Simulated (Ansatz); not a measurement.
WS2:
```xyz
3
Lattice="1.5868 0.9161 6.2724 -1.5868 0.9161 6.2724 0.0000 -1.8323 6.2724" Properties=species:S:1:pos:R:3 pbc="T T T"
W      0.0000     0.0000    18.8047
S      0.0000     0.0000    10.9722
S      0.0000     0.0000    14.0918
```

Relaxed with r²SCAN+D4.

Question: Map the valence electron density (e/Å³), cut off at 1 on the plane through (0.999, 0.999, 0.999) spanned by u = [1, 0, 0] and v = [-1, 1, 1] in lattice vectors, from plane-wave PAW r²SCAN+D4 (Ansatz code).

Answer: x is the fraction of u, y of v (the angle between them is 47°; rows are the nearest grid lines); atoms in the plane: W at (0.00, 0.00), S at (0.17, 0.58), S at (0.50, 0.75).
```
y \ x   0.000  0.0909  0.182  0.273  0.364  0.455  0.545  0.636  0.727  0.818  0.909   1.00
------  -----  ------  -----  -----  -----  -----  -----  -----  -----  -----  -----  -----
1.00     1.00    1.00  0.384  0.215  0.131  0.050  0.028  0.059  0.142  0.350   1.00   1.00
0.917    1.00    1.00   1.00  0.604  0.714  0.425  0.106  0.031  0.051  0.133  0.449   1.00
0.833   0.501    1.00  0.773  0.610   1.00   1.00  0.810  0.131  0.030  0.064  0.216  0.501
0.778   0.595   0.668  0.412  0.366   1.00  0.376   1.00  0.436  0.057  0.050  0.222  0.595
0.694   0.850    1.00  0.853  0.284  0.374   1.00  0.585   1.00  0.203  0.045  0.180  0.850
0.611   0.553   0.954  0.503  0.834  0.267  0.388  0.895  0.869  0.336  0.064  0.073  0.553
0.528   0.123   0.845  0.825   1.00  0.579  0.263  0.302  0.345  0.217  0.072  0.031  0.123
0.472   0.041   0.246  0.961   1.00  0.695  0.292  0.244  0.206  0.138  0.067  0.031  0.041
0.389   0.036   0.037  0.137  0.356  0.369  0.222  0.195  0.200  0.129  0.084  0.061  0.036
0.306   0.093   0.042  0.024  0.048  0.086  0.096  0.110  0.173  0.196  0.145  0.128  0.093
0.222   0.191   0.100  0.033  0.014  0.022  0.045  0.081  0.131  0.235  0.336  0.241  0.191
0.167   0.322   0.160  0.057  0.018  0.013  0.031  0.076  0.136  0.229  0.788  0.868  0.322
0.0833   1.00   0.447  0.133  0.052  0.021  0.019  0.050  0.124  0.224  0.976   1.00   1.00
0.000    1.00    1.00  0.384  0.215  0.131  0.050  0.028  0.059  0.142  0.350   1.00   1.00
```

The density is the valence pseudo-density with augmentation charge, so density and ELF within about 1 Å of a nucleus are not all-electron values.

Space group R3m. The workflow started from a Materials Project entry (that database holds measured and hypothetical structures alike); the Crystallography Open Database files this formula in space group No. 160, but the cells were not matched. It is not the phase usual at ambient conditions (space group No. 194). The r²SCAN+D4 relaxation kept the symmetry of its start; whether a distortion lowers the energy is not shown. The run is not spin-polarised. Scalar-relativistic: spin–orbit coupling is off unless named, which matters more the heavier the elements.

Potentials: the earlier of the program's two PAW sets. The files were generated under PBE; for other functionals the program regenerates the frozen cores, and for LDA and PBEsol the local potential too.
